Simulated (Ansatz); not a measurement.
A crystal relaxed with r2SCAN in Ansatz has space group Pm (No. 6) and a = 5.480 Å, b = 3.340 Å, c = 5.830 Å, β = 90.4°.

```
atom  site       x       y       z
  Xx    1a  0.9959  0.0000  0.6790
  Xx    1b  0.0022  0.5000  0.1543
  Xx    1b  0.4951  0.5000  0.8308
   P    1a  0.5076  0.0000  0.3392
  Ga    1a  0.3579  0.0000  0.6985
  Ga    1b  0.3555  0.5000  0.1322
  Ga    1b  0.8622  0.5000  0.8331
  Ga    1a  0.9236  0.0000  0.3330
```

With r2SCAN the valence top lies at Y₂–Γ (0.80 of the way from Y₂) and the conduction bottom at Γ, 0.02 eV higher; the smallest vertical gap, at Γ, is 0.12 eV. (With 0.02 eV of smearing so small a gap leaves both edges partly filled, and it could close between the points sampled.) The HSE06 gap is direct at Γ: 0.45 eV. With PBE the bands overlap by 0.10 eV (counted from 1, band 36 peaks at Γ–A (0.20 of the way from Γ) and band 37 bottoms out at Γ–Z (0.10 of the way from Γ)): no gap. Meshes: r2SCAN 6×8×4, HSE06 4×4×4, PBE 6×8×4.

Question: Which element is Xx?
A. Sb
B. Bi
C. N
D. As

Answer: C. Xx is N: Ga4PN3 as one 8-atom ordering (Pm) on the wurtzite lattice. N has 4 Ga at 1.99–2.05 Å; N has 4 Ga at 1.94–2.02 Å; N has 4 Ga at 1.92–2.01 Å; P has 4 Ga at 2.22–2.28 Å; Ga has 3 N at 1.99 Å and 1 P at 2.25 Å; Ga has 2 N at 1.92–1.94 Å and 2 P at 2.22 Å; Ga has 4 N at 2.01–2.03 Å; Ga has 3 N at 2.02–2.05 Å and 1 P at 2.28 Å.

Note: simulated data, non-magnetic, for a generated structure that need not be the stable one.

Where bands overlap the cell is a metal at that level, and these k meshes limit energies, forces and stress. Overlaps of a few tenths of an eV in semilocal functionals can be an artefact that a hybrid or GW lifts.

Where an edge lies off the special points, it is a point of the mesh or the k point where a search put PBE's edge or least direct gap, reused for the other functionals, whose own edges may lie a little apart; PBE's own value is read along its path and can be a few hundredths of an eV high.

The meshes of the hybrids are coarse, so their gaps aren't converged to the digits shown.
